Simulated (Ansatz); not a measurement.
Values for one crystal, relaxed and computed with r²SCAN in the plane-wave PAW code Ansatz; other levels are named.

* **Volume per atom**: 10.33 Å³
* **Band gap**: 0.34 eV (indirect)
* **Electron effective mass**: 1.5, 2.4, 2.5 mₑ (principal values)
* **Formation energy from the elements (no fitted shifts)**: -1.50 eV/atom
* **Smallest direct gap on the standard path**: 0.65 eV
* **Hole effective mass, band 1 of 2 at the edge**: 2.4 along x, 2.5 along z (mₑ)
* **Pressure derivative B′**: 4.2

Pick the material that matches.
(A) BaZrO3, cubic perovskite
(B) Li2O, anti-fluorite
(C) VBiO4, I4_1/a (V on 4a, Bi on 4b, O on 16f)
(D) Fe2O3, corundum

D, Fe2O3, corundum

Space group R-3c (corundum). The cell was relaxed with r²SCAN under the symmetry of its start. Magnetic state: ferromagnetic, chosen from 2 collinear starts compared on coarse meshes (ties went to the first, and starts can fall back to one state), not a proven ground state. Textbook magnetic order: antiferromagnetic. The program gave a warning on the electronic state, which may not be the lowest. No Hubbard U is applied. The references are the lowest solids computed at this level, not always the standard phases (solids in place of the gases).

Potentials: the later of the program's two PAW sets.
